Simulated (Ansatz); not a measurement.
Ca$_{3}$V$_{2}$O$_{8}$ in space group C2/m (No. 12; Pearson symbol mS26), the program Ansatz at the LDA level (PAW). The conduction-band minimum lies at V2, with 2 equivalent valleys. Second derivatives d²E/dk² of the lowest band at one valley (eV·Å²), along Cartesian directions:

| direction | d²E/dk² |
|---|---|
| [100] | 5.097 |
| [010] | 3.478 |
| [001] | 4.101 |
| [110] | 4.832 |
| [101] | 4.973 |
| [011] | 3.396 |

### Question
Find the principal effective masses, the density-of-states mass and the conductivity mass.

### Answer
Off-diagonal terms follow from H_xy = H[110] − (H_xx + H_yy)/2, and m*/mₑ = 7.620 eV·Å² over each eigenvalue: 1.4, 1.8, 2.5. One valley's DOS mass (m₁m₂m₃)^(1/3) = 1.8, conductivity mass 3/(Σ 1/mᵢ) = 1.8 mₑ.

### Question
What effective density of states Nc follows at 300 K for parabolic valleys?

### Answer
Nc = 2.509e19 × 2 × (1.8)^(3/2) ≈ 1.2e20 cm⁻³.

The workflow started from a Materials Project entry (that database holds measured and hypothetical structures alike); the Crystallography Open Database copy checked does not list it. Whether it is the stable phase at ambient conditions was not checked. Symmetry was held in the LDA relaxation. At this level the phase is dynamically unstable (imaginary phonons). No spin polarisation was allowed. No Hubbard U is applied.

Potentials: the later of the program's two PAW sets.

Edges and masses are those of Kohn–Sham bands, whose gap is no quasiparticle gap.
